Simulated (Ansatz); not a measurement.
HfCo$_{7}$:
```cif
data_Co7Hf
_chemical_formula_sum 'Hf1 Co7'
_space_group_name_H-M_alt 'P4/mmm'
_space_group_IT_number 123
_space_group_name_Hall '-P 4 2'
_cell_length_a 5.05479
_cell_length_b 5.05479
_cell_length_c 3.50234
_cell_angle_alpha 90.000
_cell_angle_beta 90.000
_cell_angle_gamma 90.000
loop_
_atom_site_label
_atom_site_type_symbol
_atom_site_symmetry_multiplicity
_atom_site_Wyckoff_symbol
_atom_site_fract_x
_atom_site_fract_y
_atom_site_fract_z
_atom_site_occupancy
Hf1 Hf 1 d 0.50000 0.50000 0.50000 1
Co1 Co 1 b 0.00000 0.00000 0.50000 1
Co2 Co 4 j 0.23001 0.23001 0.00000 1
Co3 Co 2 e 0.00000 0.50000 0.50000 1
```

Relaxed at zero pressure with DFT-r²SCAN in the program Ansatz with PAW potentials.

Task: The volume is raised by 6 % and shape and atoms relax at that volume. What pressure results, and how do the axes share the change?

Result: -12.3 GPa; a 2.0 %, b 2.0 %, c 1.8 %; the energy rises by 27 meV/atom.

Task: Give the new structure.

Result: 
Space group P4/mmm (No. 123); a = 5.1580 Å, b = 5.1580 Å, c = 3.5654 Å, α = 90.00°, β = 90.00°, γ = 90.00°

| atom | site | symmetry | x | y | z |
|---|---|---|---|---|---|
| Hf | 1d | 4/mmm | 0.5000 | 0.5000 | 0.5000 |
| Co | 1b | 4/mmm | 0.0000 | 0.0000 | 0.5000 |
| Co | 4j | m.2m | 0.2283 | 0.2283 | 0.0000 |
| Co | 2e | mmm. | 0.0000 | 0.5000 | 0.5000 |

The phase is kept; no other phase was compared at this pressure.

The first step of the workflow began from a Materials Project structure, measured or hypothetical; the Crystallography Open Database copy checked does not list it. Its standing as an ambient phase is unchecked. The r²SCAN relaxation kept the symmetry of its start; its stability against distortions is not shown here. The run is not spin-polarised. Its formation energy is positive at this level, so the cell may be metastable or incomplete. Axis ratios of metals converge slowly with the k-mesh, so a and c are less sure than the volume. Scalar-relativistic: spin–orbit coupling is off unless named, which matters more the heavier the elements.

Potentials: the later of the program's two PAW sets.
